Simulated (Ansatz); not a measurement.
# Data sheet: SrTiO$_{3}$ (DFT)

SrTiO3:
```
CELL_PARAMETERS angstrom
     -2.74375     2.74375     3.90406
      2.74375    -2.74375     3.90406
      2.74375     2.74375    -3.90406
ATOMIC_POSITIONS crystal
  Sr 0.75000 0.25000 0.50000
  Sr 0.25000 0.75000 0.50000
  Ti 0.00000 0.00000 0.00000
  Ti 0.50000 0.50000 0.00000
  O  0.77452 0.27452 0.04904
  O  0.22548 0.72548 0.95096
  O  0.27452 0.22548 0.50000
  O  0.72548 0.77452 0.50000
  O  0.75000 0.75000 0.00000
  O  0.25000 0.25000 0.00000
```

Space group I4/mcm (No. 140); conventional cell a = b = 5.487 Å, c = 7.808 Å, α = β = γ = 90.00°.

Method: the program Ansatz at the PBEsol level (PAW). Structure relaxed to zero pressure with the same functional. Other levels are named where they apply.

### Cell and energy

```json
{
  "volume_per_atom": "11.76 Å³",
  "density": "5.18 g/cm³",
  "Formation energy from the elements (no fitted shifts)": "-3.22 eV/atom"
}
```

### Electronic structure

```json
{
 "band_gap": "1.97 eV (smallest direct gap 1.98 eV)",
 "valence_band_maximum": "on the Γ–X line, 27 % of the way from Γ",
 "conduction_band_minimum": "at Γ",
 "Electron effective mass, band 1 of 2 at the edge": "0.90 along x, 0.41 along z (mₑ)",
 "Electron effective mass, band 2 of 2 at the edge": "0.67 along x, 0.41 along z (mₑ)",
 "Electron effective mass with spin–orbit coupling": "0.41, 0.72, 0.82 mₑ (principal values)",
 "HSE06 gap on the PBEsol cell": "3.47 eV",
 "Gap with spin–orbit coupling": "1.96 eV"
}
```

### Mechanics

```json
{
  "Bulk modulus (Birch–Murnaghan fit)": "182 GPa",
  "Pressure derivative B′": "4.2"
}
```

### Dielectric response

```json
{
 "Electronic dielectric constant ε∞ (DFPT)": "6.31 (xx = yy), 6.35 (zz)",
 "Born charges (a third of the trace)": "Sr +2.54, Ti +7.27, O -3.27 to -3.26 e"
}
```

### Phonons

```json
{
  "Highest zone-centre frequency (without LO–TO term)": "24.60 THz",
  "zone_centre_stability": "unstable, softest mode 67i cm⁻¹"
}
```

The workflow started from a Materials Project entry (that database holds measured and hypothetical structures alike); the Crystallography Open Database files this formula in space group No. 140, but the cells were not matched. It is not the phase usual at ambient conditions (space group No. 221). The PBEsol relaxation kept the symmetry of its start. No spin polarisation was allowed. The references are the lowest solids computed at this level, not always the standard phases (solids in place of the gases). Scalar-relativistic: spin–orbit coupling is off unless named, which matters more the heavier the elements.

Potentials: the later of the program's two PAW sets.
